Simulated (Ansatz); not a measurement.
B2Ru:
```
B2Ru
1.0
    3.00598     0.00000     0.00000
   -1.50299     2.60326     0.00000
    0.00000     0.00000     3.23124
Ru B
1 2
Cartesian
  0.00000   0.00000   0.00000
  0.00000   1.73551   1.61562
  1.50299   0.86775   1.61562
```

Relaxed with PBEsol. Special points in fractions of this cell's reciprocal vectors: Γ (0.000, 0.000, 0.000); M (0.500, 0.000, 0.000); K (0.333, 0.333, 0.000); A (0.000, 0.000, 0.500); L (0.500, 0.000, 0.500); H (0.333, 0.333, 0.500).

**Question.** List the band energies nearest the Fermi level at these points for PBEsol in the plane-wave PAW code Ansatz.

**Answer.** In eV from the Fermi level; about four levels below and three above (degenerate sets whole), none deeper than 8.9 eV; … stands for higher levels left out; points with the same levels are listed once.

| k | below | above |
|---|---|---|
| Γ | -4.85 -4.85 -3.43 -1.43 -1.43 | 1.82 1.82 4.89 4.89 |
| M | -5.25 -4.21 -2.02 -0.32 | 0.60 2.32 6.33 |
| K | -4.66 -4.66 -1.48 -1.48 -0.68 | 5.89 5.89 9.58 9.58 |
| A | -2.94 -2.94 -1.49 -1.46 -1.46 | 5.63 9.26 … |
| L | -6.41 -4.17 -0.59 -0.15 | 2.28 2.65 3.94 |
| H | -6.74 -5.16 -5.16 -0.59 | 2.01 2.01 2.58 2.58 |

Space group P6/mmm. A made-up cell: these elements were put on the sites of a structure type; neither database checked (COD, Materials Project) lists it. COD files the formula under space group No. 59. Its standing as an ambient phase is unchecked. The PBEsol relaxation kept the symmetry of its start; whether a distortion lowers the energy is not shown. The run is not spin-polarised. Scalar-relativistic: spin–orbit coupling is off unless named, which matters more the heavier the elements.

Potentials: the earlier of the program's two PAW sets. The files were generated under PBE; for other functionals the program regenerates the frozen cores, and for LDA and PBEsol the local potential too.
